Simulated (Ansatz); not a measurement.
Start of a relaxation of TiSn3O8:

```cif
data_structure
_symmetry_space_group_name_H-M 'Immm'
_symmetry_Int_Tables_number 71
_cell_length_a 6.5705
_cell_length_b 7.2143
_cell_length_c 7.2143
_cell_angle_alpha 90.000
_cell_angle_beta 90.000
_cell_angle_gamma 90.000
_cell_volume 341.97
loop_
_atom_site_label
_atom_site_type_symbol
_atom_site_symmetry_multiplicity
_atom_site_Wyckoff_symbol
_atom_site_fract_x
_atom_site_fract_y
_atom_site_fract_z
_atom_site_occupancy
Ti1 Ti 2 d 0.00000 0.50000 0.00000 1
Sn1 Sn 4 e 0.75000 0.00000 0.00000 1
Sn2 Sn 2 c 0.00000 0.00000 0.50000 1
O1 O 8 n 0.25000 0.19504 0.50000 1
O2 O 4 j 0.50000 0.00000 0.19504 1
O3 O 4 i 0.00000 0.00000 0.19504 1
```

The calculation used DFT PBE, scalar-relativistic, plane waves, PAW (Ansatz 0.2.0). Cutoff 420 eV, Gaussian smearing, Γ-centred meshes. Cell and atoms relax first on a coarse mesh and then on a converged one. In between, the cell is made exact in the group found at 0.06 Å. The steps can't lower the symmetry of their start. Collinear spin, starting moments Ti 1.0 μB; they died out on the coarse mesh, so the last step has no spin.

A guess keeps its type if space group and coordination stay and the shape of the cell changes little (axis ratios within about 15 %, angles within 6°); the volume may change.

Task: Does this structure survive the relaxation?

Result: It keeps its type. The symmetry stays Immm (No. 71). The volume per atom shrinks by 15.0 %, from 14.2 to 12.1 Å³. The shortest distance goes from 2.16 Å (Sn–O and Ti–O) to 1.98 Å (Ti–O). Counting neighbours within 15 % of an atom's shortest distance, the start has O 3, Sn 6, Ti 6 and the end O 3, Sn 6, Ti 6.

Energies over the elements count from the elements' standard structures at the same level (O₂ as a molecule), with no fitted energy shifts. The references include grey tin.

Task: At what energy does it end?

Result: −1.939 eV/atom. A negative formation energy is needed for stability but isn't enough: competing phases decide.

The last run used a 6×6×6 mesh for its 12-atom cell and Gaussian smearing of 0.02 eV. A later test with randomly moved atoms came back to the same energy, though modes that don't fit the test's cell weren't probed.
